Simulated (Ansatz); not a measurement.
CdAu (CsCl type, Pm-3m), PBE in the plane-wave PAW code Ansatz, all energies at zero smearing, with the estimated change up to a 700 eV cutoff added, with one set of potentials and settings (totals compare only within such a set). Cell of 2 atoms (1 Cd, 1 Au): -21404.144 eV.

| element | reference phase | E (eV/atom) |
|---|---|---|
| Cd | P6_3/mmc, 2 atoms in the cell | -8254.4547 |
| Au | Fm-3m, 1 atoms in the cell | -13149.3277 |

Formation energy per atom, worked out: (-21404.144 − 1×(-8254.4547) − 1×(-13149.3277))/2 = -0.181 eV/atom (-17 kJ per mol of atoms), at 0 K, without zero-point energy or fitted corrections.

The workflow started from a Materials Project entry (that database holds measured and hypothetical structures alike); the Crystallography Open Database files this formula in space group No. 221, but the cells were not matched. Its standing as an ambient phase is unchecked. The PBE relaxation kept the symmetry of its start. At this level the phase is mechanically unstable. The references are the lowest solids computed at this level, not always the standard phases. Spin–orbit coupling is left out wherever it is not named.

Potentials: the later of the program's two PAW sets.
